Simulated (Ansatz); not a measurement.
NbN (rock salt)

```
CELL_PARAMETERS angstrom
      0.00000     2.21065     2.21065
      2.21065     0.00000     2.21065
      2.21065     2.21065     0.00000
ATOMIC_POSITIONS crystal
  N  0.00000 0.00000 0.00000
  Nb 0.50000 0.50000 0.50000
```

The volume is varied about the relaxed value V₀ at fixed cell shape. Symmetry pins the atoms to their sites.

Computed with PBE (plane waves to 420 eV, PAW, scalar-relativistic; Ansatz, an electronic-structure program). k mesh 19×19×19 (Γ-centred), Fermi-Dirac smearing 0.05 eV. E stands for the smeared free energy. NbN is run without spin polarisation. NbN was relaxed with its symmetry unable to fall. This is a high-temperature form of NbN. ΔE is measured from the relaxed starting cell. The last digit holds for this mesh only.

| V (Å³/atom) | ΔE (meV/atom) |
|---|---|
| 10.155 | 41.8 |
| 10.317 | 22.9 |
| 10.479 | 9.9 |
| 10.641 | 2.4 |
| 10.803 | 0.0 |
| 10.965 | 2.2 |
| 11.127 | 8.8 |
| 11.289 | 19.2 |
| 11.452 | 33.4 |

**Question.** What bulk modulus B₀ follows from a third-order Birch-Murnaghan fit?

**Answer.** 307 GPa.

**Question.** What is the fitted pressure derivative B₀′?

**Answer.** 4.4.

(A scan under strain: stresses follow from slopes of the energy per volume, elastic moduli from its curvatures.)
